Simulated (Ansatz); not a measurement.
SiGe:
```cif
data_Ge4Si4
_chemical_formula_sum 'Si4 Ge4'
_space_group_name_H-M_alt 'Pmma'
_space_group_IT_number 51
_space_group_name_Hall '-P 2a 2a'
_cell_length_a 3.92805
_cell_length_b 3.92567
_cell_length_c 11.09883
_cell_angle_alpha 90.000
_cell_angle_beta 90.000
_cell_angle_gamma 90.000
loop_
_atom_site_label
_atom_site_type_symbol
_atom_site_symmetry_multiplicity
_atom_site_Wyckoff_symbol
_atom_site_fract_x
_atom_site_fract_y
_atom_site_fract_z
_atom_site_occupancy
Si1 Si 2 e 0.25000 0.00000 0.31923 1
Si2 Si 2 f 0.25000 0.50000 0.43956 1
Ge1 Ge 2 e 0.75000 0.00000 0.19461 1
Ge2 Ge 2 f 0.75000 0.50000 0.06463 1
```

Relaxed with r²SCAN. The program Ansatz at the r²SCAN level (PAW) gives a gap of 0.55 eV.

Problem. What gap does HSE06 give on the same cell (Ansatz, PAW)?

Solution. 0.92 eV, 0.37 eV more. The hybrid was solved on a coarser mesh and at special points; its gap is the smallest among all of these.

```
k  v1 r²SCAN  c1 r²SCAN  v1 HSE06  c1 HSE06
-  ---------  ---------  --------  --------
Γ       0.00       0.64       [?]       [?]
X      -1.16       1.09     -1.18      1.46
Z      -0.72       0.55     -0.70      0.92
U      -1.17       1.99       [?]       [?]
Y      -1.15       1.05       [?]       [?]
S      -3.15       0.90     -3.27      1.23
T      -1.16       2.05     -1.18      2.47
R      -3.58       1.86       [?]       [?]
```

Problem. Top valence (v1) and lowest conduction level (c1) in eV from each method's valence maximum (which need not be a listed point): supply the withheld HSE06 values.

Solution. 
- Γ, v1 HSE06: 0.00
- Γ, c1 HSE06: 1.01
- R, v1 HSE06: -3.71
- R, c1 HSE06: 2.25
- Y, v1 HSE06: -1.18
- Y, c1 HSE06: 1.42
- U, v1 HSE06: -1.18
- U, c1 HSE06: 2.41

Cost on shared cores: the r²SCAN run (SCF on a 7×7×3 mesh, then bands and DOS) very roughly 4 core-minutes, the HSE06 run (SCF on 4×4×2, then a few points) very roughly 4 core-minutes; the tasks are unlike.

The start of the workflow was typed in or built on a structure type; neither database checked (COD, Materials Project) lists it. Its standing as an ambient phase is unchecked. Symmetry was held in the r²SCAN relaxation; its stability against distortions is not shown here. Spin–orbit coupling is left out wherever it is not named.

Potentials: the later of the program's two PAW sets.
